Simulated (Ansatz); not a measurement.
TiAl:
```
CELL_PARAMETERS angstrom
      2.82179     0.00000     0.00000
      0.00000     2.82179     0.00000
      0.00000     0.00000     4.07727
ATOMIC_POSITIONS crystal
  Ti 0.50000 0.50000 0.50000
  Al 0.00000 0.00000 0.00000
```

Relaxed with PBE.

Q: List the phonon frequencies at the special points (DFPT on a 5×5×3 q-mesh, Fourier-interpolated; PBE in the plane-wave PAW code Ansatz).

A: In cm⁻¹; no LO–TO term at Γ, as the run had none.

```
q              frequencies
-  -----------------------
Γ        0 0 0 261 261 301
X  146 213 217 264 289 300
M  273 273 282 301 320 320
Z  172 177 177 210 210 286
R  156 158 208 218 318 326
A  155 269 269 295 295 306
```

Space group P4/mmm (L1₀ or tetragonal B2). The cell was relaxed with PBE under the symmetry of its start; phonons on a q-mesh show no instability. No spin polarisation was allowed. As this level gives no gap, phonon frequencies hold no LO–TO term and depend on the k-mesh and smearing (Fermi–Dirac, 0.1 eV here).

Potentials: the later of the program's two PAW sets.
